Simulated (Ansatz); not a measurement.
**Elastic constants of Ni3O2: input and output**

Method: DFT PBE, scalar-relativistic, plane waves, PAW (Ansatz 0.2.0).

Launched with:
```bash
ansatz run input.yaml --threads 2 --pin off --max-ram 7168MiB --backend cpu --events-out ev --progress --plain --runs-dir out
```

Input (bare energies are in eV):
```yaml
crystal:
  lattice:
    - [2.9115276608, 1.6809712787, 1.9737397113]
    - [-2.9115276608, 1.6809712787, 1.9737397113]
    - [0.0, -3.3619425574, 1.9737397113]
  atoms:
    - { symbol: Ni, position: [0.5, 7.276e-07, 0.9999992724] }
    - { symbol: Ni, position: [0.9999992724, 0.5, 7.276e-07] }
    - { symbol: Ni, position: [7.276e-07, 0.9999992724, 0.5] }
    - { symbol: O, position: [0.2696490992, 0.2696490992, 0.2696490992] }
    - { symbol: O, position: [0.7303509008, 0.7303509008, 0.7303509008] }
basis:
  ecutwfc: 420
kpoints:
  mp_grid: { grid: [12, 12, 12] }
hamiltonian:
  xc: pbe
scf:
  occupations: { method: fermi_dirac, width: 0.15 }
output:
  forces: true
  stress: true
  eigenvalues: true
elastic:
  mode: clamped_ion
  amplitude: 0.005
  stencil: two_point
```

From the output:
```
--- Elastic constants: 3 strain directions × 2 members + reference (group order 12) ---
  dense FFT box of the reference and of every strained cell: 27×27×27
  strains applied: 11, 33, 23; error gains: componentwise 1.00 (the most a stress slope's error grows in a printed constant), spectral 1.41 (1 for all six strains in a standard setting)
  C = ∂σ_k/∂η_j (tension-positive GPa; Voigt order 11 22 33 23 13 12):
       318.159    146.960     90.081    -56.323     -0.000     -0.000
       146.960    318.159     90.081     56.323     -0.000      0.000
        90.091     90.091    109.610      0.000     -0.000     -0.000
       -56.335     56.335      0.000     65.915     -0.000     -0.000
        -0.000      0.000      0.000     -0.000     65.915    -56.335
         0.000      0.000      0.000     -0.000    -56.323     85.599
  reference stress σ⁰ (GPa):      0.000      0.000      0.003      0.000     -0.000      0.000
  C* (energy form; C + prestress term) asymmetry max|C*_kj − C*_jk| = 1.239e-2 GPa — a small one proves nothing (zero by symmetry where the batch's group is 432, −43m or m−3m); a large one is finite-difference/SCF noise where every solve ...
  moduli (Voigt/Reuss/Hill, GPa): K = 155.58/107.26/131.42   G = 71.41/33.43/52.42   E = 138.80   ν = 0.324
  mechanically stable: yes (min eigenvalue of sym C = 18.57 GPa)
  strain η (Voigt 11):  stress-route row diagonal C_11 = 318.16 GPa, energy-path curvature d²(F+E_count+ΔE)/dδ²/Ω₀ = 317.98 GPa
         δ    σ_11 (GPa) F (eV) n_scf n_hpsi n_pw
    -5.000e-3      -1.6167      -18651.4290158      14  441219   1153
     5.000e-3       1.5648      -18651.4290527      10  384900   1156
  strain η (Voigt 33):  stress-route row diagonal C_33 = 109.61 GPa, energy-path curvature d²(F+E_count+ΔE)/dδ²/Ω₀ = 109.37 GPa
         δ    σ_33 (GPa) F (eV) n_scf n_hpsi n_pw
    -5.000e-3      -0.5555      -18651.4299923      11  162102   1147
     5.000e-3       0.5405      -18651.4300114       9  143021   1159
  strain η (Voigt 23):  stress-route row diagonal C_44 = 65.91 GPa, energy-path curvature d²(F+E_count+ΔE)/dδ²/Ω₀ = 65.71 GPa
         δ    σ_23 (GPa) F (eV) n_scf n_hpsi n_pw
    -5.000e-3      -0.3310      -18651.4301868      12  416935   1153
     5.000e-3       0.3282      -18651.4301822       9  346811   1153
```

The run took 3 min on 2 threads of Intel(R) Xeon(R) Platinum 8259CL CPU @ 2.50GHz (Skylake/Cascade Lake) (shared host), peak memory 1.2 GiB.

The cell was built by swapping an element in a database structure (itself possibly hypothetical) and relaxing; it need not be the stable form of this composition. In a metal, frequencies and elastic constants depend on the k mesh and the smearing, soft modes and shear constants most. Spin polarisation was left out, and a magnetic state may lie lower. A semilocal functional can close a gap that the real compound has.

The least eigenvalue is 18.6 GPa; in a metal on this mesh the verdict on stability isn't firm within about 20 GPa or a tenth of the bulk modulus.

Clamped-ion constants are upper bounds: once the atoms relax, a strain can turn out softer or unstable.